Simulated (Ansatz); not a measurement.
Ag$_{2}$O in space group Pn-3m (No. 224; Ag on 4c, O on 2a) under volume change, PBEsol (plane waves, PAW; program Ansatz), scaled uniformly.

```tsv
V (Å³/atom)	E − E(relaxed) (meV/atom)	P (GPa)
15.810	46.8	10.58
16.331	19.5	6.38
16.853	4.6	2.89
17.374	0.0	0.00
17.895	4.0	-2.40
18.416	15.2	-4.39
18.938	32.2	-6.03
```

Problem. What does a third-order Birch–Murnaghan fit give for V₀, B₀ and B′?

Solution. V₀ = 17.37 Å³/atom, B₀ = 87.7 GPa, B′ = 5.2.

The cell was relaxed with PBEsol under the symmetry of its start. At this level the phase is mechanically unstable. The run is not spin-polarised.

Potentials: the later of the program's two PAW sets.
